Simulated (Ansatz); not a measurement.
A crystal relaxed with r2SCAN in Ansatz 0.2.0 has space group I-42m (No. 121) and a = 5.243 Å, c = 10.424 Å.

```tsv
atom	site	x	y	z
Xx	2a	0.0000	0.0000	0.0000
B	8i	0.2851	0.2851	0.3867
Bi	4d	0.5000	0.0000	0.2500
Bi	2b	0.5000	0.5000	0.0000
```

The r2SCAN gap is indirect, 0.61 eV (Γ to Γ–M (0.52 of the way from Γ)), below the direct gap of 0.79 eV at Γ. HSE06 gives an indirect gap of 0.98 eV, from Γ to Γ–M (0.52 of the way from Γ); the least direct gap is 1.19 eV at Γ. Meshes: r2SCAN 8×8×8, HSE06 4×4×4. r2SCAN's ε∞ is 14.5 along x and y, 14.2 along z.

**Question.** Which element is Xx?
A. As
B. Sb
C. P
D. N

**Answer.** C. Xx is P: Bi3B4P, ordered on the zincblende lattice (I-42m) with 8 atoms a cell. P has 4 B at 1.98 Å; B has 1 P at 1.98 Å and 3 Bi at 2.35–2.42 Å; Bi has 4 B at 2.35 Å; Bi has 4 B at 2.42 Å.

These are computed values for a spin-unpolarised cell that may be hypothetical; none is a measurement.

Spin-orbit coupling is left out; in compounds of Pb, Bi, Tl or Hg it can lower a gap by up to about 1 eV, split its edges or invert the bands.

Where an edge lies off the special points, it is a point of the mesh or the k point where a search put PBE's edge or least direct gap, reused for the other functionals, whose own edges may lie a little apart.

The meshes of the hybrids are coarse, so their gaps aren't converged to the digits shown.

For a response run the program warns that the ground state's bands aren't all converged, so ε∞ carries an extra error.
